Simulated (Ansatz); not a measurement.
## Strain and the gap of HfSiO₄ (I4_1/amd)

A 12-atom cell of HfSiO₄ (I4_1/amd) from a materials database, relaxed with r2SCAN in the PAW code Ansatz. It is tetragonal, I4_1/amd (No. 141); a = 6.582 Å, c = 5.972 Å in the conventional setting, 10.78 Å³ an atom. Around Hf lie 8 O at 2.12–2.26 Å; around Si lie 4 O at 1.62 Å; around O lie 1 Si at 1.62 Å and 2 Hf at 2.12–2.26 Å.

The axes x, y and z are those of this cell:
```
CELL_PARAMETERS angstrom
-3.29082 3.29082 2.98577
3.29082 -3.29082 2.98577
3.29082 3.29082 -2.98577
ATOMIC_POSITIONS crystal
Hf 0.00000 0.00000 0.00000
Hf 0.75000 0.25000 0.50000
Si 0.25000 0.75000 0.50000
Si 0.50000 0.50000 0.00000
O 0.13525 0.31988 0.81537
O 0.06988 0.75451 0.68463
O 0.06988 0.38525 0.31537
O 0.50451 0.31988 0.18463
O 0.68012 0.49549 0.81537
O 0.61475 0.93012 0.68463
O 0.24549 0.93012 0.31537
O 0.68012 0.86475 0.18463
```

Unstrained: With PBE the valence top lies at Γ and the conduction bottom at k = (0.188, 0.302, 1/4), 5.428 eV higher; the smallest vertical gap, at Γ–P (0.67 of the way from Γ), is 5.794 eV. The lowest empty level at X lies only 21 meV higher, so the place of the conduction bottom isn't settled. r2SCAN gives an indirect gap of 5.997 eV, from Γ to k = (0.188, 0.302, 1/4); the least direct gap is 6.367 eV at Γ–P (0.67 of the way from Γ). The lowest empty level at X lies only 26 meV higher, so the place of the conduction bottom isn't settled. The HSE06 gap is indirect, 7.244 eV (Γ–Z (0.11 of the way from Γ) to k = (0.188, 0.302, 1/4)), below the direct gap of 7.647 eV at Γ–P (0.67 of the way from Γ). The lowest empty level at X lies only 23 meV higher, so the place of the conduction bottom isn't settled. Meshes: PBE 6×6×6, r2SCAN 6×6×6, HSE06 4×4×4. Strains are changes of length per length. After each strain the atoms were relaxed again with r2SCAN in this cell and within any symmetry left, so distortions that break it or need a larger cell weren't tested; points keep the names that they have in the unstrained zone. Calculated for a static, non-magnetic cell.

Changes of the least gap in eV (an overlap counts as a negative gap):
```tsv
strain	volume change (%)	space group	PBE	r2SCAN	HSE06	energy rise, r2SCAN (meV/atom)
uniaxial -3.0 % along z	-3.0	I4_1/amd	+0.130	+0.138	+0.145	16.3
uniaxial -2.0 % along z	-2.0	I4_1/amd	+0.090	+0.095	+0.100	7.1
uniaxial -1.0 % along z	-1.0	I4_1/amd	+0.046	+0.049	+0.051	1.7
uniaxial +1.0 % along z	+1.0	I4_1/amd	-0.049	-0.052	-0.055	1.6
uniaxial +2.0 % along z	+2.0	I4_1/amd	-0.100	-0.099	-0.113	6.4
uniaxial +3.0 % along z	+3.0	I4_1/amd	-0.162	-0.163	-0.182	14.0
```

Uniaxial -3.0 % along z, other directions held. HSE06: the gap goes from 7.244 to 7.388 eV (+0.145 eV); the edges go from Γ–Z (0.11) → (0.188, 0.302, 1/4) to Γ–Z (0.23) → (0.198, 0.354, 0.224). Stress change with r2SCAN, compression positive: xx +4.93, yy +4.93, zz +16.61 GPa.

Uniaxial -2.0 % along z, other directions held. HSE06: the gap goes from 7.244 to 7.344 eV (+0.100 eV); the edges go from Γ–Z (0.11) → (0.188, 0.302, 1/4) to Γ–Z (0.18) → (0.193, 1/3, 0.234). Stress change with r2SCAN, compression positive: xx +3.23, yy +3.23, zz +10.73 GPa.

Uniaxial -1.0 % along z, other directions held. HSE06: the gap goes from 7.244 to 7.295 eV (+0.051 eV). Stress change with r2SCAN, compression positive: xx +1.58, yy +1.58, zz +5.19 GPa.

Uniaxial +1.0 % along z, other directions held. HSE06: the gap goes from 7.244 to 7.189 eV (-0.055 eV); the edges go from Γ–Z (0.11) → (0.188, 0.302, 1/4) to Γ → (1/6, 0.271, 0.281). Stress change with r2SCAN, compression positive: xx -1.52, yy -1.52, zz -4.83 GPa.

Uniaxial +2.0 % along z, other directions held. HSE06: the gap goes from 7.244 to 7.131 eV (-0.113 eV); the edges go from Γ–Z (0.11) → (0.188, 0.302, 1/4) to Γ → Γ–X (0.93). Stress change with r2SCAN, compression positive: xx -3.03, yy -3.03, zz -9.29 GPa.

Uniaxial +3.0 % along z, other directions held. HSE06: the gap goes from 7.244 to 7.062 eV (-0.182 eV); the edges go from Γ–Z (0.11) → (0.188, 0.302, 1/4) to Γ → Γ–X (0.91). Stress change with r2SCAN, compression positive: xx -4.48, yy -4.48, zz -13.38 GPa.

Spin-orbit coupling is left out.

Where an edge lies off the special points, it is a point of the mesh or the k point where a search put PBE's edge or least direct gap, reused for the other functionals, whose own edges may lie a little apart.

Coordinates of k points refer to the reciprocal vectors of the primitive cell of the runs.

The meshes of the hybrids are coarse, so their gaps aren't converged to the digits shown.
